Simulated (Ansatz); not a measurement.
A generator proposed this cell of ErInC.

```cif
data_structure
_symmetry_space_group_name_H-M 'Pmmm'
_symmetry_Int_Tables_number 47
_cell_length_a 3.8081
_cell_length_b 3.8447
_cell_length_c 3.9632
_cell_angle_alpha 90.000
_cell_angle_beta 90.000
_cell_angle_gamma 90.000
_cell_volume 58.03
loop_
_atom_site_label
_atom_site_type_symbol
_atom_site_symmetry_multiplicity
_atom_site_Wyckoff_symbol
_atom_site_fract_x
_atom_site_fract_y
_atom_site_fract_z
_atom_site_occupancy
Er1 Er 1 a 0.00000 0.00000 0.00000 1
In1 In 1 h 0.50000 0.50000 0.50000 1
C1 C 1 f 0.50000 0.50000 0.00000 1
```

Theory: DFT PBE, scalar-relativistic, plane waves, PAW, and for the lanthanide a 4f-in-core norm-conserving potential, in Ansatz. Cutoff 770 eV; k points 4×4×4 on the computed 3-atom cell (Γ-centred); Gaussian smearing, width 0.10 eV; no spin polarisation.

Formation energies are uncorrected and refer to the elements' standard structures at the same level.

Question: Estimate its pressure, forces and energy as it stands.

Answer: The pressure is 2.0 GPa (the mean over three directions, positive in compression), the largest force is 0.00 eV/Å (symmetry fixes the atoms), and the energy is +0.37 eV/atom against the elements. The shortest distance is 1.98 Å.

Question: How much does it gain on relaxing, and where does it end?

Answer: Relaxing gains about 0.38 eV/atom (the start's value is from the coarse mesh, so the gain is rough) in 9 ionic steps and ends at −0.01 eV/atom on the finer mesh. The symmetry goes from Pmmm (No. 47) to P4/mmm (No. 123). The volume per atom shrinks by 3.9 %, from 19.3 to 18.6 Å³. The shortest distance goes from 1.98 Å (In–C) to 2.29 Å (In–C). Conventional cell: a = 3.491 Å, c = 4.576 Å. Er is surrounded by 4 C at 2.47 Å, 8 In at 3.37 Å and 4 Er at 3.49 Å; around In lie 2 C at 2.29 Å, 8 Er at 3.37 Å and 4 In at 3.49 Å; C has 2 In at 2.29 Å and 4 Er at 2.47 Å.

The last run used a 12×12×12 mesh for its 3-atom cell and Gaussian smearing of 0.10 eV. The k mesh leaves some 4 meV/atom of noise in the energy of each metallic cell. The reference form of C is held partly by dispersion forces, which this level lacks. The relaxation can't lower the symmetry of the start. Symmetry constrained the relaxation, so the result can be a saddle point.

The lanthanide is trivalent by construction, without f bands, f moments or other valences. The reference runs of the other elements, and any phases without the lanthanide, used 420 eV, which shifts energies against them by under 10 meV/atom. The lanthanide's reference is the lowest of its hcp, dhcp and fcc cells.
